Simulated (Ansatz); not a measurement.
Starting structure, O put at a bridge C-C site (TiC, Fm-3m (No. 225), (1 1 1) face):

```
CELL_PARAMETERS angstrom
3.06036 0.00000 0.00000
-1.53018 2.65035 0.00000
0.00000 0.00000 28.99509
ATOMIC_POSITIONS crystal
C 0.33333 0.66667 0.29315
Ti 0.66667 0.33333 0.33624
C 0.00000 0.00000 0.37933
Ti 0.33333 0.66667 0.42242
C 0.66667 0.33333 0.46538
Ti 0.00000 0.00000 0.50846
C 0.33333 0.66667 0.55127
Ti 0.66667 0.33333 0.59489
C 0.00000 0.00000 0.63227
O 0.50000 0.00000 0.66676
```

These are results of Ansatz 0.2.0, DFT r2SCAN, scalar-relativistic, plane waves, PAW, not measurements. Plane waves to 500 eV, a k mesh through Γ of 12×12×1 on the computed 10-atom cell and Gaussian smearing (0.10 eV); no spin polarisation. The cell repeats along c with a dipole correction in the vacuum.

Atoms 1, 2, 3, 4 (counted from 1) are held. The cell is fixed. Force threshold 0.03 eV/Å.

Question: Where does it end?

Answer: The energy falls by 0.654 eV in 7 steps, to:

```xyz
10
Lattice="3.0604 0.0000 0.0000 -1.5302 2.6503 0.0000 0.0000 0.0000 28.9951" Properties=species:S:1:pos:R:3 pbc="T T T"
C     0.0000    1.7669    8.5000
Ti    1.5302    0.8834    9.7494
C     0.0000    0.0000   10.9988
Ti    0.0000    1.7669   12.2482
C     1.5302    0.8814   13.5037
Ti    0.0000   -0.0029   14.7222
C     0.0000    1.7591   16.0250
Ti    1.5302    0.8816   17.2082
C     0.0000   -0.0171   18.5299
O     0.0000    2.8352   19.1588
```

The end is the local minimum or symmetric point that this start leads to.

Spin polarisation was left out, and a magnetic state may lie lower.

Cost: 1 run of about 14 core-minutes, on Arm Neoverse V1 (shared hosts).